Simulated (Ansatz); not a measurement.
CoO:
```xyz
4
Lattice="2.8155 0.0000 0.0000 -1.4077 2.4383 0.0000 0.0000 0.0000 5.3823" Properties=species:S:1:pos:R:3 pbc="T T T"
Co     0.0000     0.0000     0.0000
Co     0.0000     0.0000     2.6911
O      0.0000     1.6255     1.3456
O      1.4077     0.8128     4.0367
```
Starting moments (μB, in the order of the atoms Co Co O O): 2.3 -2.3 0.0 0.0.

Relaxed with PBE.

Task: Which orbitals make up the states near the Fermi level in PBE in the plane-wave PAW code Ansatz?

Result: Within 0.5 eV of the Fermi level: Co 3d 88 %, O 2p 10 %. Projections are on Löwdin-orthogonalised atomic valence shells; empty p or d shells of many metals are not among them.

Task: Tabulate the density of states.

Result: States/eV per cell of 4 atoms, in 0.25 eV bins, energy from the Fermi level.

```tsv
E (eV)	total	Co 3d	O 2p	Co 4s
-7.85	0.88	0.14	0.58	0.15
-7.60	1.48	0.23	1.00	0.22
-7.35	2.59	0.41	1.78	0.34
-7.10	3.95	0.65	2.74	0.48
-6.85	2.59	0.41	1.87	0.24
-6.60	2.23	0.43	1.59	0.14
-6.35	1.25	0.29	0.86	0.07
-6.10	3.83	1.16	2.52	0.07
-5.85	4.75	1.37	3.21	0.06
-5.60	4.23	1.08	3.00	0.05
-5.35	3.80	1.08	2.60	0.04
-5.10	5.44	1.77	3.55	0.03
-4.85	3.61	1.30	2.24	0.02
-4.60	1.69	0.51	1.14	0.01
-4.35	1.68	0.49	1.15	0.01
-4.10	1.56	0.47	1.06	0.00
-3.85	1.17	0.37	0.79	0.00
-3.60	0.54	0.24	0.29	0.00
-3.35	1.74	1.43	0.28	0.01
-3.10	2.50	2.09	0.37	0.02
-2.85	2.45	2.09	0.33	0.01
-2.60	2.48	2.16	0.29	0.02
-2.35	5.58	4.81	0.65	0.06
-2.10	6.27	5.68	0.45	0.06
-1.85	8.14	6.94	1.02	0.06
-1.60	5.28	4.18	0.95	0.03
-1.35	4.13	2.98	1.02	0.02
-1.10	1.72	1.14	0.53	0.01
-0.85	3.70	2.90	0.67	0.03
-0.60	4.23	3.53	0.62	0.02
-0.35	4.36	3.65	0.64	0.03
-0.10	4.15	3.61	0.48	0.02
0.15	6.00	5.53	0.43	0.03
0.40	1.54	1.43	0.10	0.01
0.65	0.04	0.03	0.00	0.00
0.90	0.89	0.70	0.08	0.05
1.15	2.25	1.76	0.32	0.07
1.40	6.14	4.72	1.23	0.05
1.65	4.20	3.15	0.92	0.03
1.90	2.53	1.85	0.58	0.04
2.15	0.05	0.00	0.01	0.03
2.40	0.07	0.00	0.01	0.03
2.65	0.09	0.01	0.01	0.04
2.90	0.10	0.01	0.02	0.05
3.15	0.13	0.01	0.03	0.06
3.40	0.15	0.01	0.03	0.08
3.65	0.18	0.01	0.04	0.09
3.90	0.21	0.01	0.05	0.11
4.15	0.24	0.01	0.06	0.13
4.40	0.29	0.01	0.07	0.16
4.65	0.35	0.02	0.08	0.19
```

Space group P6_3/mmc (NiAs type). The start of the workflow was typed in or built on a structure type; neither database checked (COD, Materials Project) lists it. It is not the phase usual at ambient conditions (space group No. 225). The cell was relaxed with PBE under the symmetry of its start, as lowered by the spin order; its stability against distortions is not shown here. Magnetic state: antiferromagnetic, chosen from 3 collinear starts compared on coarse meshes (ties went to the first, and starts can fall back to one state), not a proven ground state. No Hubbard U is applied. The compound may be a true metal, but semilocal functionals without U, or a wrong spin order, can also close a gap.

Potentials: the earlier of the program's two PAW sets.
